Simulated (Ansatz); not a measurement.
The end of the path is a generated cell of BiB: the first start was made by placing the elements on the sites of a structure type, and the end was not matched to a known phase here, so it may be hypothetical.

A geometry of BiB away from equilibrium: the start of the relaxation of a generated cell, BiB built in the 6H structure type. Computed with r2SCAN (plane waves to 500 eV, PAW, scalar-relativistic; Ansatz, a program for electronic structure). Γ-centred k-mesh 8×8×2 on the run's cell, Fermi–Dirac smearing 0.05 eV.

```xyz
12
Lattice="3.9689 0.0000 0.0000 -1.9844 3.4372 0.0000 0.0000 0.0000 19.4752" Properties=species:S:1:pos:R:3 pbc="T T T"
B      0.0000     0.0000     0.0000
B      0.0000     0.0000     9.7376
B      1.9844     1.1457    16.2277
B      0.0000     2.2914     6.4901
B      1.9844     1.1457     3.2426
B      0.0000     2.2914    12.9802
Bi     0.0000     0.0000    17.0330
Bi     0.0000     0.0000     7.2954
Bi     1.9844     1.1457    13.7855
Bi     0.0000     2.2914     4.0479
Bi     1.9844     1.1457     0.8082
Bi     0.0000     2.2914    10.5458
```

Q: Give the Cartesian forces on all atoms (eV/Å).

A: 
| atom | Fx | Fy | Fz |
|---|---|---|---|
| B1 | 0.00 | 0.00 | 0.05 |
| B2 | 0.00 | 0.00 | 0.05 |
| B3 | 0.00 | 0.00 | -0.12 |
| B4 | 0.00 | 0.00 | -0.12 |
| B5 | 0.00 | 0.00 | -0.04 |
| B6 | 0.00 | 0.00 | -0.04 |
| Bi7 | 0.00 | 0.00 | -0.03 |
| Bi8 | 0.00 | 0.00 | -0.03 |
| Bi9 | 0.00 | 0.00 | 0.10 |
| Bi10 | 0.00 | 0.00 | 0.10 |
| Bi11 | 0.00 | 0.00 | 0.05 |
| Bi12 | 0.00 | 0.00 | 0.05 |

Q: What is the pressure?

A: -4.7 GPa, compression positive.

Q: How far above the relaxed end point is this geometry?

A: 0.02 eV/atom; the path ends in P6₃mc (No. 186) (AFLOW prototype AB_hP12_186_a2b_a2b (B6, as in SiC)).

No spin polarisation in the result.

The run could not lose the symmetry of its start, so the end can be a saddle point.
